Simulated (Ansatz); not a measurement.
Data:

CuAsSe:
```
CELL_PARAMETERS angstrom
     11.74899     0.00000     0.00000
      0.00000     3.92358     0.00000
      0.00000     0.00000     5.57737
ATOMIC_POSITIONS crystal
  Cu 0.83179 0.25000 0.08730
  Cu 0.16821 0.75000 0.91270
  Cu 0.66821 0.75000 0.58730
  Cu 0.33179 0.25000 0.41270
  As 0.98448 0.25000 0.35925
  As 0.01552 0.75000 0.64075
  As 0.51552 0.75000 0.85925
  As 0.48448 0.25000 0.14075
  Se 0.66714 0.25000 0.34137
  Se 0.33286 0.75000 0.65863
  Se 0.83286 0.75000 0.84137
  Se 0.16714 0.25000 0.15863
```

This is the r²SCAN-relaxed structure.

Problem. All from the program Ansatz at the r²SCAN level (PAW), unless another level is named. Predict the electronic character.

Solution. metallic (no gap).

Problem. Predict the density of states at the Fermi level.

Solution. 0.06 states/eV per atom (mean over ±0.08 eV).

Space group Pnma. The workflow started from a Materials Project entry (that database holds measured and hypothetical structures alike); the Crystallography Open Database copy checked does not list it. COD files the formula under space group No. 60. Whether it is the stable phase at ambient conditions was not checked. Symmetry was held in the r²SCAN relaxation; its stability against distortions is not shown here. The run is not spin-polarised. Scalar-relativistic: spin–orbit coupling is off unless named, which matters more the heavier the elements.

Potentials: the later of the program's two PAW sets.
